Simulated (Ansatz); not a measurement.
SiMo2C in space group P6_3/mmc (No. 194; Si on 2d, Mo on 4f, C on 2a) at seven volumes, DFT-r²SCAN in the program Ansatz with PAW potentials, shape and atoms relaxed at each. One row is withheld.

```json
[
 {"V (Å³/atom)": "11.653", "P (GPa)": "25.83"},
 {"V (Å³/atom)": "12.037", "P (GPa)": "16.35"},
 {"V (Å³/atom)": "12.421", "P (GPa)": "7.63"},
 {"V (Å³/atom)": "12.805", "P (GPa)": "0.01"},
 {"V (Å³/atom)": "13.189", "P (GPa)": "?"},
 {"V (Å³/atom)": "13.574", "P (GPa)": "-12.06"},
 {"V (Å³/atom)": "13.958", "P (GPa)": "-16.80"}
]
```

**Question.** Fit the shown pressures and predict the withheld one.

**Answer.** P = (3/2)B₀(x^(7/2) − x^(5/2))[1 + (3/4)(B′ − 4)(x − 1)] with x = (V₀/V)^(2/3). Least squares on the six rows gives V₀ = 12.814 Å³/atom, B₀ = 231 GPa, B′ = 3.60. At V = 13.189, x = 0.9810 and P = -6.33 GPa. The run itself gave -6.48 GPa.

The start of the workflow was typed in or built on a structure type; neither database checked (COD, Materials Project) lists it. Whether it is the stable phase at ambient conditions was not checked. Symmetry was held in the r²SCAN relaxation; whether a distortion lowers the energy is not shown. No spin polarisation was allowed.

Potentials: the later of the program's two PAW sets.
